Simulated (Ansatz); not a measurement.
CuI:
```xyz
2
Lattice="0.0000 3.0395 3.0395 3.0395 0.0000 3.0395 3.0395 3.0395 0.0000" Properties=species:S:1:pos:R:3 pbc="T T T"
Cu     0.0000     0.0000     0.0000
I      1.5197     1.5197     1.5197
```

Relaxed with PBE.

Problem. Map the electron localisation function on the plane through (0.000, 0.000, 0.000) spanned by u = [1, 0, 0] and v = [-1, 1, 1] in lattice vectors, from plane-wave PAW PBE (Ansatz code).

Solution. x is the fraction of u, y of v (the angle between them is 90°; rows are the nearest grid lines); atoms in the plane: Cu at (0.00, 0.00), I at (0.50, 0.25).
```
|9952111245555421112599|
|9742111123333211112479|
|2221111100000011111222|
|1111111000000001111111|
|1111111000000001111111|
|1111000000000000001111|
|1100000000000000000011|
|0000000000000000000000|
|0000000000000000000000|
|0000000000000000000000|
|0000000001111000000000|
|0000000123333210000000|
|0000134667777664310000|
|0001356777777776531000|
|0002467766666677642000|
|0014676654334566764100|
|0125776642112466775210|
|1125776531441356775211|
|1124776531441356774211|
|1112477654334567742111|
|1111257766556677521111|
|2211136776666776311122|
|9742112467777642112479|
|9952111245555421112599|
```
Scale: ten equal steps from 0.007 (start of '0') to 0.930 (end of '9'), in the order '0123456789'; x runs from 0.000 to 1.00, y from 0.000 (bottom) to 1.00 (top).

The density is the valence pseudo-density with augmentation charge, so density and ELF within about 1 Å of a nucleus are not all-electron values.

Space group F-43m (zinc blende). The PBE relaxation kept the symmetry of its start; phonons on a q-mesh show no instability. The run is not spin-polarised. Spin–orbit coupling is left out wherever it is not named.

Potentials: the later of the program's two PAW sets.
